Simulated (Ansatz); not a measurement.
In$_{2}$Bi: frozen-core PAW against all-electron methods

```
CELL_PARAMETERS angstrom
5.61230 0.00000 0.00000
-2.80615 4.86040 0.00000
0.00000 0.00000 3.30841
ATOMIC_POSITIONS crystal
In 0.66667 0.33333 0.50000
In 0.33333 0.66667 0.50000
Bi 0.00000 0.00000 0.00000
```

Atoms are numbered in the order listed.

Structure from Materials Project entry mp-571172 (possibly hypothetical), not relaxed further.

No spin–orbit coupling, which matters for the heavy atoms here.

Methods: DFT, PBEsol, PAW with Ansatz's default frozen-core files, scalar-relativistic (Ansatz 0.2.0); DFT, PBEsol, all-electron PAW with datasets made for the crystal, scalar-relativistic (Ansatz 0.2.0); DFT, PBEsol, all-electron LAPW, scalar-relativistic (Ansatz 0.2.0).

For PAW: a Γ-centred 7×7×10 k mesh, Fermi–Dirac smearing of 0.05 eV, cutoff 420 eV, no spin polarisation; the PAW files were made with PBE, and the program remakes their frozen cores for this functional. The crystal-made all-electron datasets (AE datasets) take a cutoff of 260 eV at this cell. LAPW targets a basis error of 1 meV/atom. The Ansatz runs share mesh, smearing and spin set-up. Plane-wave (PAW) pressures include the program's estimate of the Pulay term.

Stress and pressure are positive in compression.

No spin–orbit coupling: at heavy atoms the gradients can be off by tens of per cent for that reason.

In a metal, gradients converge slowly with the k mesh: the values move by tens of per cent from one mesh to another, at times in sign, so only the comparison on one mesh counts.

Levels count from the Fermi level.

```tsv
quantity	PAW	AE datasets	LAPW
pressure (GPa)	-2.78	-2.77	-2.77
stress xx (GPa)	-3.60	-3.59	-3.59
stress zz (GPa)	-1.13	-1.12	-1.12
highest filled level at A (eV)	-0.143	-0.143	-0.143
lowest empty level at A (eV)	0.017	0.016	0.016
highest filled level at K (eV)	-0.629	-0.629	-0.629
lowest empty level at K (eV)	4.180	4.181	4.181
highest filled level at H (eV)	-2.428	-2.428	-2.428
lowest empty level at H (eV)	2.029	2.029	2.029
field gradient Vzz at Bi3 (10²¹ V/m²)	13.79	13.89	–
```

PAW's pressure differs from the LAPW value by about 0.01 GPa or less.
